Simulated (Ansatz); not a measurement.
Sc2GeB2 in space group P-6m2 (No. 187; Sc on 2h, Ge on 1a, B on 1b, B on 1f) at seven volumes, the program Ansatz at the PBE level (PAW), shape and atoms relaxed at each. One row is withheld.

| V (Å³/atom) | P (GPa) |
|---|---|
| 12.582 | 14.36 |
| 12.997 | 8.82 |
| 13.412 | ? |
| 13.827 | -0.01 |
| 14.242 | -3.49 |
| 14.657 | -6.45 |
| 15.071 | -8.97 |

**Question.** Fit the shown pressures and predict the withheld one.

**Answer.** Third-order Birch–Murnaghan: P = (3/2)B₀(x^(7/2) − x^(5/2))[1 + (3/4)(B′ − 4)(x − 1)] with x = (V₀/V)^(2/3). Least squares on the six rows gives V₀ = 13.826 Å³/atom, B₀ = 124.9 GPa, B′ = 4.22. At V = 13.412, x = 1.0205 and P = 4.05 GPa. The run itself gave 4.06 GPa.

The start of the workflow was typed in or built on a structure type; neither database checked (COD, Materials Project) lists it. Whether it is the stable phase at ambient conditions was not checked. The cell was relaxed with PBE under the symmetry of its start; its stability against distortions is not shown here. The run is not spin-polarised.

Potentials: the earlier of the program's two PAW sets.
